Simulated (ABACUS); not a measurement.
ABACUS run on Al3GaN4 (Pm, 8 atoms in the cell; from Materials Project mp-1228436, changed as shown): self-consistent single point.

Method: LDA (PW92), numerical atomic orbitals TZDP (confined pseudo-atomic orbitals with Gaussian additions; energy shift 0.003 Ry), PseudoDojo 0.4 standard norm-conserving LDA (tails mended) pseudopotentials (ABACUS 3.10.1).

The change in words: lattice scaled by 0.98. Reference geometry (Pm):
```
Al3GaN4
1.0
    5.03769     0.00000     0.00000
    0.00000     3.12544     0.00000
   -0.00335     0.00000     5.41117
Al Ga N
3 1 4
Direct
  0.50010   0.50000   0.16730
  0.00080   0.50000   0.83500
  0.00090   0.00000   0.33160
  0.49970   0.00000   0.66620
  0.11010   0.00000   0.66630
  0.12260   0.50000   0.16720
  0.62590   0.50000   0.84130
  0.62350   0.00000   0.32530
```

Reference input (self-consistent single point, DFT, LDA (PW92), numerical atomic orbitals TZDP (confined pseudo-atomic orbitals with Gaussian additions; energy shift 0.003 Ry), PseudoDojo 0.4 standard norm-conserving LDA (tails mended) pseudopotentials): basis = TZDP numerical atomic orbitals, energy shift 0.003 Ry; KPT = Gamma 6 10 6 0 0 0; basis_type = lcao; dft_functional = PWLDA; ecutwfc = 100 Ry; smearing_method = fixed; potentials = PseudoDojo 0.4 standard norm-conserving LDA (tails mended); symmetry = 1; ks_solver = scalapack_gvx; scf_nmax = 100; scf_thr = 1.0e-07; mixing_type = broyden. This run's input differs from it in these lines:

```diff
@@ -33,5 +33,5 @@
 LATTICE_VECTORS
-   5.0376900000    0.0000000000    0.0000000000
-   0.0000000000    3.1254400000    0.0000000000
-  -0.0033530000    0.0000000000    5.4111690000
+   4.9369360000    0.0000000000    0.0000000000
+   0.0000000000    3.0629310000    0.0000000000
+  -0.0032860000    0.0000000000    5.3029460000
```

Output, abridged:

```
 SELF-CONSISTENT
 -------------------------------------------

                  longest orb rcut (Bohr) = 9.4
   longest nonlocal projector rcut (Bohr) = 1.94
                     search radius (Bohr) = 22.7

                          real space grid = [ 60, 40, 64 ]

                                 init_chg = atomic

 LCAO ALGORITHM --------------- ION=   1  ELEC=   1--------------------------------

 Density error is 0.220248521909
 E_KohnSham     -249.5609536918      -3395.4509685230
 E_Fermi        0.4371356190         5.9475352167

 LCAO ALGORITHM --------------- ION=   1  ELEC=   2--------------------------------

   [... lines left out ...]

   [... 8 blocks of this kind left out ...]

 LCAO ALGORITHM --------------- ION=   1  ELEC=  11--------------------------------

 Density error is 3.23758362793e-07
 E_KohnSham     -250.5568426636      -3409.0007331141
 E_Fermi        0.6261393274         8.5190625950

 LCAO ALGORITHM --------------- ION=   1  ELEC=  12--------------------------------

 Density error is 2.81523943577e-08
 E_KohnSham     -250.5568426636      -3409.0007331141
 E_KS(sigma->0) -250.5568426636      -3409.0007331141
 E_entropy(-TS) 0.0000000000         0.0000000000
 E_Fermi        0.6261392994         8.5190622137
 charge density convergence is achieved
 final etot is -3409.0007331 eV
 EFERMI = 8.5190622137 eV

 STATE ENERGY(eV) AND OCCUPATIONS    NSPIN == 1
   [... 28 lines left out ...]

 TOTAL-FORCE (eV/Angstrom)
                       Al1        -0.0042679722         0.0000000000         0.0336280971
                       Al2         0.0444227088         0.0000000000         0.0218678801
                       Al3         0.0276633516         0.0000000000        -0.0261037710
                       Ga1        -0.0486631198         0.0000000000        -0.0203641229
                        N1         0.0560349348         0.0000000000        -0.0002401212
                        N2         0.0057611607         0.0000000000         0.0051808420
                        N3        -0.0581075372         0.0000000000        -0.0963278735
   [... lines left out ...]

 TOTAL-STRESS (KBAR)
        91.1494974324         0.0000000000        -0.2528985383
         0.0000000000        96.0130552383         0.0000000000
        -0.2528985383         0.0000000000        94.8915137451
 TOTAL-PRESSURE: 94.018022 KBAR

 --------------------------------------------
 !FINAL_ETOT_IS -3409.0007331141255236 eV
 --------------------------------------------
```

The run converged in 12 iterations. Against the reference run the free energy rises by 9.6 meV/atom, the pressure goes from -3.85 to 9.40 GPa, the largest force goes from 0.120 to 0.112 eV/Å and the gap on the mesh goes from 3.713 to 4.245 eV.

The atom-centred basis is finite, which shifts total energies, pressures, gaps and forces against plane waves. The structure comes from a collection of computed structures, made at another level of theory; the collection holds predicted forms beside known ones.

Cost on one core: very roughly 5 core-minutes.

The atomic orbitals were generated for these runs; they are not ABACUS's published sets and were checked against plane waves on a few crystals only.

“Tails mended”: in these copies of the files the far tail of each local potential was reset to the Coulomb form.
